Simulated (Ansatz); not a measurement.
What DFT gives for Sn$_{2}$Pb

```
Pb Sn
1.0
     4.38987    0.00000    0.00000
     2.19493   -8.63154    0.00000
     0.00000    0.00000   -4.34891
Pb Sn
2 4
Cartesian
  2.1949 -6.8017 -3.2617
  4.3899 -1.8299 -1.0872
  4.3899 -4.3158 -3.2617
  2.1949 -4.3158 -1.0872
  2.1949 -1.0185 -3.2617
  4.3899 -7.6130 -1.0872
```

Level: PBEsol, no spin polarisation; 420 eV; 8×8×8 Γ-centred mesh; fermi-dirac occupations (width 0.1211 eV); Ansatz 0.2.0, fixed geometry.

(1) Metal or insulator?

(2) Is the cell too large or too small?

(3) Which atom feels the largest force, and which way?

(4) Is it stable against the elements?

(5) How is the charge shared?

Origin: a known structure type with other elements, at an estimated volume, so it need not be a known compound.

Results:

(1) It is a metal, with about 3.4 states/eV a cell as the mean within 0.25 eV of the Fermi level, mostly Sn p (59 %) and Pb p (23 %).

(2) The pressure is 2.6 GPa (compression positive), so with the atoms held at these fractions the cell would first expand. The principal stresses 1.8, 2.8, 3.2 GPa differ, so its shape would change too.

(3) The largest is on Sn6 (and as large on other atoms): 0.29 eV/Å, components (0.00, 0.29, 0.00). It makes 133° with the line to a nearest neighbour, Sn5 at 2.98 Å.

(4) 0.10 eV an atom against the elements' usual phases (free molecules for gases, crystals otherwise, with no correction for O₂ or N₂), so at this geometry it isn't bound against them. Relaxing would lower it.

(5) Bader charges in e: Sn -0.03, Pb +0.05. In the mean Pb gives up most and Sn takes most.
